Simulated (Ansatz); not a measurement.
A relaxed structure of Sb is spoiled in several ways and relaxed again each time (noise and exchanges are one random draw each; pressure is positive under compression). The numbers are results of r2SCAN (plane waves to 500 eV, PAW, scalar-relativistic; Ansatz, a program for electronic structure), not measurements.

```cif
data_Sb6
_chemical_formula_sum 'Sb6'
_space_group_name_H-M_alt 'R-3m :H'
_space_group_IT_number 166
_space_group_name_Hall '-R 3 2"'
_cell_length_a 4.34103
_cell_length_b 4.34103
_cell_length_c 11.61219
_cell_angle_alpha 90.000
_cell_angle_beta 90.000
_cell_angle_gamma 120.000
loop_
_atom_site_label
_atom_site_type_symbol
_atom_site_symmetry_multiplicity
_atom_site_Wyckoff_symbol
_atom_site_fract_x
_atom_site_fract_y
_atom_site_fract_z
_atom_site_occupancy
Sb1 Sb 6 c 0.00000 0.00000 0.23139 1
```
(The calculation used a cell of 2 atoms; values per cell refer to that cell.)

```csv
change,first pressure (GPa),largest first force (eV/Å),released (eV/atom),moves,outcome,final group,E − E(parent) (eV/atom)
with every coordinate shifted by Gaussian noise of σ = 0.2 Å,12.2,6.52,0.65,9,returns to the parent,R-3m,0.00
with every coordinate shifted by Gaussian noise of σ = 0.45 Å,-3.0,0.41,0.08,9,returns to the parent,R-3m,0.00
```

First-step values come from each run's starting, coarser k-mesh (9×9×9). Each cell has its own k-point mesh; energy differences are given only to the digits this allows. No spin polarisation in the result.
